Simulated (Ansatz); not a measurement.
One starting cell of TaAs (a generated cell, TaAs built in the NbAs structure type) was relaxed twice with Ansatz (plane waves, PAW, scalar-relativistic): with r2SCAN at 500 eV and with PBE at 420 eV. The r2SCAN result:

```
TaAs
1.0
   -1.72095     1.72095     5.85613
    1.72095    -1.72095     5.85613
    1.72095     1.72095    -5.85613
Ta As
2 2
Direct
  0.99928   0.99928   0.00000
  0.74928   0.24928   0.50000
  0.41672   0.41672   0.00000
  0.16672   0.66672   0.50000
```

| quantity | r2SCAN | PBE |
|---|---|---|
| space group | I4₁md | I4₁md |
| volume (Å³/atom) | 17.34 | 17.59 |
| a (Å) | 3.442 | 3.463 |
| c (Å) | 11.712 | 11.733 |
| gap (eV, no spin-orbit coupling) | 0.00 | 0.00 |

Both levels end in the same structure; PBE's volume is 1.4 % larger. Neither column is exact.

No spin polarisation in the result.

The run could not lose the symmetry of its start; a randomly shaken copy of 4 atoms returns to this structure.

Ansatz is a program for electronic structure.
